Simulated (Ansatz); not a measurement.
Relaxation path: Ru (sc type)

DFT, PBEsol, PAW with Ansatz's default frozen-core files, scalar-relativistic (Ansatz 0.2.0); a Γ-centred 15×15×15 k mesh, Fermi–Dirac smearing of 0.1 eV, no spin polarisation. The run relaxes cell and atoms at a target pressure of 0 GPa.

Command: `ansatz run input.yaml --threads 1 --pin off --max-ram 2048MiB --backend cpu --events-out ev --progress --plain --runs-dir out` It took 6 s on 1 thread of Intel(R) Xeon(R) Platinum 8259CL CPU @ 2.50GHz (Skylake/Cascade Lake), with other jobs on the host, peak memory 0.35 GiB.

PAW: frozen-core files, cutoff 420 eV; forces are relaxed below 0.005 eV/Å.

Each step lists its free energy a cell above the last geometry, the pressure, the cell vectors (Å), and Cartesian positions (Å) with forces (eV/Å).

The first step:

```
step 1  dF = 43.91 meV  P = 16.92 GPa
  cell 2.4321 0.0000 0.0000  0.0000 2.4321 0.0000  0.0000 0.0000 2.4321
  Ru 0.0000 0.0000 0.0000   0.0000 0.0000 0.0000
```

The PAW files were made under PBE.

The symmetry of the start is kept and no stability test is made, so the end need not be the stable phase.

Problem. Where does the relaxation end, and by which steps?

Solution. After 4 geometries, with conventional a, b, c = 2.481, 2.481, 2.481 Å, at 15.270 Å³/atom (+6.14 % against the start) in space group Pm-3m, with a shortest distance of 2.481 Å. The further steps:
```
step 2  dF = 7.34 meV  P = -5.83 GPa
  cell 2.5018 0.0000 0.0000  0.0000 2.5018 0.0000  0.0000 0.0000 2.5018
  Ru 0.0000 0.0000 0.0000   0.0000 0.0000 0.0000
step 3  dF = 0.09 meV  P = -0.64 GPa
  cell 2.4832 0.0000 0.0000  0.0000 2.4832 0.0000  0.0000 0.0000 2.4832
  Ru 0.0000 0.0000 0.0000   0.0000 0.0000 0.0000
step 4  dF = 0.00 meV  P = 0.03 GPa
  cell 2.4809 0.0000 0.0000  0.0000 2.4809 0.0000  0.0000 0.0000 2.4809
  Ru 0.0000 0.0000 0.0000   0.0000 0.0000 0.0000
step 5  dF = -0.22 meV  P = 0.02 GPa  (same geometry on a basis chosen anew; earlier energies don't compare to the last digit)
  cell 2.4809 0.0000 0.0000  0.0000 2.4809 0.0000  0.0000 0.0000 2.4809
  Ru 0.0000 0.0000 0.0000   0.0000 0.0000 0.0000
```
